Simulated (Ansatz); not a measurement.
# TiB₂ (P6/mmm), comparing deformations

Level of theory: DFT PBE, scalar-relativistic, plane waves, PAW (Ansatz). The runs took a 420 eV cutoff, a Γ-centred 18×18×14 mesh and Gaussian smearing (0.15 eV). No spin polarisation. Energies are free energies at this smearing, counted from the undisturbed cell; pressure is positive in compression.

Zero of the scan (relaxed at this level; it needn't be the usual structure):

```
Ti B
1.0
     3.03180    0.00000    0.00000
    -1.51590    2.62562    0.00000
     0.00000    0.00000    3.22423
Ti B
1 2
Direct
  0.00000 0.00000 0.00000
  0.33333 0.66667 0.50000
  0.66667 0.33333 0.50000
```

The cell is strained by ε times a Voigt pattern (xx, yy, zz, yz, xz, xy; engineering shear) with fractional coordinates fixed. τ = (1/V0) dE/dε comes from the stress tensor. Of each scan, only the three points used here are listed.

| pattern | ε | τ (GPa) |
| --- | --- | --- |
| (1, 1, 0, 0, 0, 0) | -0.0050 | -7.43 |
| (1, 1, 0, 0, 0, 0) | 0.0000 | -0.11 |
| (1, 1, 0, 0, 0, 0) | 0.0050 | 6.95 |
| (0, 1, 0, 0, 0, 0) | -0.0050 | -3.39 |
| (0, 1, 0, 0, 0, 0) | 0.0000 | -0.06 |
| (0, 1, 0, 0, 0, 0) | 0.0050 | 3.17 |

Problem. Which constants do the scans give, and which deformation costs least for the same size of strain tensor?

Solution. The slope dτ/dε at zero (parabola through three points) is pᵀCp: (1, 1, 0, 0, 0, 0) gives C11 + C22 + 2 C12 = 1437 GPa; (0, 1, 0, 0, 0, 0) gives C22 = 656 GPa. The size of the strain tensor, ε:ε, is ε² times 2.0, 1.0. Per unit of it the stiffnesses are 719, 656 GPa, so (0, 1, 0, 0, 0, 0) is the softest of these: at ε:ε = (1 %)² the quadratic term costs 1.75 meV/atom against 1.92 for the stiffest. These are clamped-ion values.

Forces appear on the atoms along this scan, and letting them relax would lower the energy and soften the response. In a metal these slopes depend on the k mesh and the smearing.

Cost: 19 runs of about 5.3 core-minutes in all, on Arm Neoverse N1 (shared hosts).